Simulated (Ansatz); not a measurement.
According to PBEsol in the plane-wave PAW code Ansatz, Te in the diamond structure (Fd-3m) relaxes to a = 7.057 Å. Te has 4 nearest neighbours from 3.06 Å (tetrahedral).

Electronic character: metallic (no gap).

The bulk modulus is 306 kbar.

The start of the workflow was typed in or built on a structure type; neither database checked (COD, Materials Project) lists it. It is not the phase usual at ambient conditions (space group No. 152). Symmetry was held in the PBEsol relaxation; whether a distortion lowers the energy is not shown. Scalar-relativistic: spin–orbit coupling is off unless named, which matters more the heavier the elements.

Potentials: the earlier of the program's two PAW sets. The files were generated under PBE; for other functionals the program regenerates the frozen cores, and for LDA and PBEsol the local potential too.
